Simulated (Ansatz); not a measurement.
Quadrupolar parameters in Al₂O₃

The cell is a computed structure from the Materials Project (it need not be an observed phase), taken as it stands.

Space group Pbcn (No. 60); a = 7.0899, b = 4.8469, c = 4.9854 Å.

| site | Wyckoff | site symmetry | x | y | z |
| --- | --- | --- | --- | --- | --- |
| Al | 8d | 1 | 0.3904 | 0.2522 | 0.0305 |
| O9 | 8d | 1 | 0.6540 | 0.1070 | 0.1020 |
| O17 | 4c | .2. | 0.0000 | 0.0494 | 0.2500 |

One atom of each set is listed.

The numbers come from a DFT calculation in Ansatz (PBE, plane waves and PAW (field gradients read without the response of the frozen cores, which leaves them typically 4 to 6 % off), scalar-relativistic, 420 eV cutoff, Γ-centred 3×5×5 k-points, Fermi–Dirac smearing 0.02 eV).

Conventions: |V_zz| ≥ |V_yy| ≥ |V_xx|, η = (V_xx − V_yy)/V_zz, C_Q = eQV_zz/h. ν_Q = 3|C_Q|/[2I(2I − 1)].

²⁷Al: I = 5/2, Q = 146.6 mb; 17O: I = 5/2, Q = -25.58 mb. Nuclear quadrupole moments: year-2017 set (Pyykkö).

Task: Which values are expected at the nuclei?

Result: 

```
site  atoms                                    first shell  C_Q (MHz)     η  ν_Q (MHz)
  Al      8                             6 O at 1.87–2.03 Å       4.37  0.68      0.655
  O9      8  4 Al at 1.89–2.03 Å; also 4 Al at 3.02–3.33 Å       2.50  0.22      0.374
 O17      4       4 Al at 1.87–1.97 Å; also 2 Al at 3.13 Å       1.86  0.30      0.279
```
